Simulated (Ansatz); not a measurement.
WSi2 (MoSi2 type, space group I4/mmm)

```
CELL_PARAMETERS angstrom
     -1.61472     1.61472     3.93387
      1.61472    -1.61472     3.93387
      1.61472     1.61472    -3.93387
ATOMIC_POSITIONS crystal
  W  0.00000 0.00000 0.00000
  Si 0.33458 0.33458 0.00000
  Si 0.66542 0.66542 0.00000
```

This relaxed cell (volume V₀) is scaled evenly in all directions, its shape held. The atoms relax within the cell's symmetry.

These are PBE (plane waves to 420 eV, PAW, scalar-relativistic; Ansatz, a quantum-chemistry and plane-wave program) values and carry that method's errors. k mesh 20×20×20 (Γ-centred), Fermi-Dirac smearing 0.05 eV. The energy includes the smearing's −TS. Compression counts positive. With the shape held, the modulus is that of even scaling; a crystal free to change shape is softer. Spin-orbit coupling is left out, though W is heavy. The PAW data are Ansatz's earlier set. WSi2 is run without spin polarisation. WSi2 was relaxed with its symmetry unable to fall. ΔE is measured from the relaxed starting cell. The last digit holds for this mesh only.

| V (Å³/atom) | ΔE (meV/atom) |
|---|---|
| 12.855 | 37.6 |
| 13.060 | withheld |
| 13.265 | 8.9 |
| 13.471 | 2.2 |
| 13.676 | 0.0 |
| 13.881 | 2.0 |
| 14.086 | 8.0 |
| 14.291 | 17.4 |
| 14.496 | 30.2 |

Q: Fit a third-order Birch-Murnaghan form (E₀, V₀, B₀, B₀′ free) to the given rows and predict ΔE at V = 13.060.

A: Least squares on the 8 given rows: ΔE = E₀ + (9V₀B₀/16)·y²·[2 + (B₀′ − 4)y], y = (V₀/V)^(2/3) − 1, with V₀ = 13.676 Å³/atom, B₀ = 218.6 GPa (160.2 GPa = 1 eV/Å³; the term in eV is multiplied by 1000), B₀′ = 4.38, E₀ = 0.01 meV/atom; root-mean-square residual 0.03 meV/atom. At 13.060 the fit gives 20.6 meV/atom; the calculation gives 20.6 meV/atom, the same to the digits shown. For the pressure the fit gives 11.1 GPa against the computed 11.2 GPa.

(Under strain, the slope of the energy per volume gives the stress and its curvature an elastic modulus.)
